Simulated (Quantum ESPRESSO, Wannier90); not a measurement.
## Cu (fcc (Cu type)), plane waves to Wannier functions

Cell from Materials Project (mp-30), symmetrised, no further relaxation. This is the element's usual structure. Level: LDA, no spin polarisation, no spin-orbit coupling; pw.x of Quantum ESPRESSO at 74 Ry with PseudoDojo potentials, 12×12×12 k-points, Wannier90. Density: 20×20×20 mesh, cold smearing 0.01 Ry.

On the energy scale of pw.x, whose zero is arbitrary, the Fermi level lies at 17.63 eV.

Input w.win:

```
num_bands = 3
num_wann = 3
exclude_bands = 1,5-21
num_iter = 800
conv_tol = 1.0e-6
conv_window = 4
write_hr = true
write_u_matrices = true
auto_projections = true
begin unit_cell_cart
ang
    0.0000000000    1.7887150000    1.7887150000
    1.7887150000    0.0000000000    1.7887150000
    1.7887150000    1.7887150000    0.0000000000
end unit_cell_cart
begin atoms_frac
Cu   0.0000000000  0.0000000000  0.0000000000
end atoms_frac
mp_grid = 12 12 12
begin kpoints
0.0000000000 0.0000000000 0.0000000000
0.0000000000 0.0000000000 0.0833333333
0.0000000000 0.0000000000 0.1666666667
... (1725 more lines: the 12x12x12 mesh through Gamma)
end kpoints
```

Input of pw2wannier90.x that gives the overlap and projection files (equivalent; here they were cut from one run over all bands):

```
&inputpp
  outdir = './out'
  prefix = 'pwscf'
  seedname = 'w'
  write_amn = .true.
  write_mmn = .true.
  atom_proj = .true.
  atom_proj_exclude = 1 5 6 7 8 9 10
/
```

Output w.wout (banner and timings cut):

```
                                    ------
                                    SYSTEM
                                    ------

                              Lattice Vectors (Ang)
                    a_1     0.000000   1.788715   1.788715
                    a_2     1.788715   0.000000   1.788715
                    a_3     1.788715   1.788715   0.000000

                   Unit Cell Volume:      11.44599  (Ang^3)

                        Reciprocal-Space Vectors (Ang^-1)
                    b_1    -1.756341   1.756341   1.756341
                    b_2     1.756341  -1.756341   1.756341
                    b_3     1.756341   1.756341  -1.756341

 *----------------------------------------------------------------------------*
 |   Site       Fractional Coordinate          Cartesian Coordinate (Ang)     |
 +----------------------------------------------------------------------------+
 | cu   1   0.00000   0.00000   0.00000   |    0.00000   0.00000   0.00000    |
 *----------------------------------------------------------------------------*
                                ------------
                                K-POINT GRID
                                ------------

             Grid size = 12 x 12 x 12      Total points = 1728

 *---------------------------------- MAIN ------------------------------------*
 |  Number of Wannier Functions               :                 3             |
 |  Number of Objective Wannier Functions     :                 3             |
 |  Number of input Bloch states              :                 3             |
 |  Output verbosity (1=low, 5=high)          :                 1             |
 |  Timing Level (1=low, 5=high)              :                 1             |
 |  Optimisation (0=memory, 3=speed)          :                 3             |
 |  Length Unit                               :               Ang             |
 |  Post-processing setup (write *.nnkp)      :                 F             |
 |  Using Gamma-only branch of algorithms     :                 F             |
 *----------------------------------------------------------------------------*
 *------------------------------- WANNIERISE ---------------------------------*
 |  Total number of iterations                :               800             |
 |  Number of CG steps before reset           :                 5             |
 |  Trial step length for line search         :             2.000             |
 |  Convergence tolerence                     :         0.100E-05             |
 |  Convergence window                        :                 4             |
 |  Iterations between writing output         :                 1             |
 |  Iterations between backing up to disk     :               100             |
 |  Write r^2_nm to file                      :                 F             |
 |  Write xyz WF centres to file              :                 F             |
 |  Write on-site energies <0n|H|0n> to file  :                 F             |
 |  Use guiding centre to control phases      :                 F             |
 |  Use phases for initial projections        :                 F             |
 *----------------------------------------------------------------------------*
 *-------------------------------- PLOTTING ----------------------------------*
 |  Plotting Hamiltonian in WF basis          :                 T             |
 *----------------------------------------------------------------------------*

 *---------------------------------- K-MESH ----------------------------------*
 +----------------------------------------------------------------------------+
 |                    Distance to Nearest-Neighbour Shells                    |
 |                    ------------------------------------                    |
 |          Shell             Distance (Ang^-1)          Multiplicity         |
 |          -----             -----------------          ------------         |
 |             1                   0.253506                      8            |
 |             2                   0.292723                      6            |
 |             3                   0.413973                     12            |
 |             4                   0.485427                     24            |
 |             5                   0.507012                      8            |
 |             6                   0.585447                      6            |
 |             7                   0.637976                     24            |
 |             8                   0.654549                     24            |
       ... (lines left out)
 +----------------------------------------------------------------------------+
 | The b-vectors are chosen automatically                                     |
 | The following shells are used:                       1                     |
 +----------------------------------------------------------------------------+
 |                        Shell   # Nearest-Neighbours                        |
 |                        -----   --------------------                        |
 |                          1               8                                 |
 +----------------------------------------------------------------------------+
 | Completeness relation is fully satisfied [Eq. (B1), PRB 56, 12847 (1997)]  |
 +----------------------------------------------------------------------------+
 |                  b_k Vectors (Ang^-1) and Weights (Ang^2)                  |
 |                  ----------------------------------------                  |
 |            No.         b_k(x)      b_k(y)      b_k(z)        w_b           |
 |            ---        --------------------------------     --------        |
 |             1         0.146362    0.146362   -0.146362     5.835191        |
 |             2         0.146362   -0.146362    0.146362     5.835191        |
 |             3        -0.146362    0.146362    0.146362     5.835191        |
 |             4         0.146362    0.146362    0.146362     5.835191        |
 |             5        -0.146362   -0.146362    0.146362     5.835191        |
 |             6        -0.146362    0.146362   -0.146362     5.835191        |
 |             7         0.146362   -0.146362   -0.146362     5.835191        |
 |             8        -0.146362   -0.146362   -0.146362     5.835191        |
 +----------------------------------------------------------------------------+
 |                           b_k Directions (Ang^-1)                          |
 |                           -----------------------                          |
 |            No.           x           y           z                         |
 |            ---        --------------------------------                     |
 |             1         0.146362    0.146362   -0.146362                     |
 |             2         0.146362   -0.146362    0.146362                     |
 |             3        -0.146362    0.146362    0.146362                     |
 |             4         0.146362    0.146362    0.146362                     |
 +----------------------------------------------------------------------------+

 Starting a new Wannier90 calculation ...

 Reading overlaps from w.mmn

 Reading projections from w.amn

 *------------------------------- WANNIERISE ---------------------------------*
 +--------------------------------------------------------------------+<-- CONV
 | Iter  Delta Spread     RMS Gradient      Spread (Ang^2)            |<-- CONV
 +--------------------------------------------------------------------+<-- CONV

 ------------------------------------------------------------------------------
 Initial State
  WF centre and spread    1  (  0.000000,  0.000000,  0.000000 )     0.19158688
  WF centre and spread    2  (  0.000000, -0.000000, -0.000000 )     0.19158688
  WF centre and spread    3  (  0.000000,  0.000000,  0.000000 )     0.19158688
  Sum of centres and spreads (  0.000000,  0.000000,  0.000000 )     0.57476065

      0     0.575E+00     0.0000000000        0.5747606542  <-- CONV
        O_D=      0.0000000 O_OD=      0.0001891 O_TOT=      0.5747607 <-- SPRD
 ------------------------------------------------------------------------------
      1    -0.289E-14     0.0000005218        0.5747606542  <-- CONV
        O_D=      0.0000000 O_OD=      0.0001891 O_TOT=      0.5747607 <-- SPRD
      2    -0.577E-14     0.0000005212        0.5747606542  <-- CONV
        O_D=      0.0000000 O_OD=      0.0001891 O_TOT=      0.5747607 <-- SPRD
      3    -0.866E-14     0.0000005200        0.5747606542  <-- CONV
        O_D=      0.0000000 O_OD=      0.0001891 O_TOT=      0.5747607 <-- SPRD
      4    -0.114E-13     0.0000005182        0.5747606542  <-- CONV
        O_D=      0.0000000 O_OD=      0.0001891 O_TOT=      0.5747607 <-- SPRD
             <<<     Delta < 1.000E-06  over  4 iterations     >>>
             <<< Wannierisation convergence criteria satisfied >>>
 Final State
  WF centre and spread    1  (  0.000000,  0.000000,  0.000000 )     0.19158688
  WF centre and spread    2  (  0.000000, -0.000000, -0.000000 )     0.19158688
  WF centre and spread    3  (  0.000000,  0.000000,  0.000000 )     0.19158688
  Sum of centres and spreads (  0.000000,  0.000000,  0.000000 )     0.57476065

         Spreads (Ang^2)       Omega I      =     0.574571577
        ================       Omega D      =     0.000000000
                               Omega OD     =     0.000189077
    Final Spread (Ang^2)       Omega Total  =     0.574760654
```
